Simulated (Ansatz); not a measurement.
Relaxed SiC (zinc blende):

```
CELL_PARAMETERS angstrom
      0.00000     4.35662     4.35662
      2.17831     2.17831     4.35662
      2.17831     2.17831     0.00000
ATOMIC_POSITIONS crystal
  C  0.00000 0.75000 0.75000
  C  0.50000 0.75000 0.75000
  Si 0.00000 0.00000 0.00000
  Si 0.50000 0.00000 0.00000
```

The atoms are displaced by Q × the pattern below (from a DFPT mode at X = (0.5, 0.5, 0.0), largest move 1; Q in Å), at fixed cell. (q is in reciprocal vectors of the primitive cell; the cell shown is doubled to hold the pattern.)

```
atom      x      y       z
----  -----  -----  ------
C1    0.000  0.000  -1.000
C2    0.000  0.000   1.000
```

Atoms not listed stay in place.

All values below come from r2SCAN (plane waves to 500 eV, PAW, scalar-relativistic; Ansatz, a first-principles code). k mesh 13×13×13 (Γ-centred), Fermi-Dirac smearing 0.05 eV. The energy includes the smearing's −TS. SiC was relaxed with its symmetry unable to fall. The PAW data are Ansatz's earlier set. The zero of ΔE is the undisplaced structure.

```json
[
 {"Q (Å)": "-0.1000", "ΔE (meV/cell)": "306"},
 {"Q (Å)": "-0.0833", "ΔE (meV/cell)": "withheld"},
 {"Q (Å)": "-0.0667", "ΔE (meV/cell)": "136"},
 {"Q (Å)": "-0.0500", "ΔE (meV/cell)": "77"},
 {"Q (Å)": "-0.0333", "ΔE (meV/cell)": "34"},
 {"Q (Å)": "-0.0167", "ΔE (meV/cell)": "9"},
 {"Q (Å)": "0.0000", "ΔE (meV/cell)": "0"},
 {"Q (Å)": "0.0167", "ΔE (meV/cell)": "9"},
 {"Q (Å)": "0.0333", "ΔE (meV/cell)": "34"},
 {"Q (Å)": "0.0500", "ΔE (meV/cell)": "77"},
 {"Q (Å)": "0.0667", "ΔE (meV/cell)": "136"},
 {"Q (Å)": "0.0833", "ΔE (meV/cell)": "withheld"},
 {"Q (Å)": "0.1000", "ΔE (meV/cell)": "306"}
]
```

Task: Fit an even polynomial form (powers 2, 4) to the given rows and predict ΔE at Q = 0.0833.

Result: Least squares on the 11 given rows: ΔE = (30680)·Q² + (-8093)·Q⁴, in meV/cell with Q in Å; root-mean-square residual 0.3 meV/cell. At 0.0833 the fit gives 212 meV/cell; the calculation gives 213 meV/cell, so the interpolation is off by -1 (-0.5 %). The quadratic term alone would give 213 meV/cell.

(For displaced atoms, the force is minus the slope of the energy, and its curvature is a force constant, which sets phonon frequencies.)
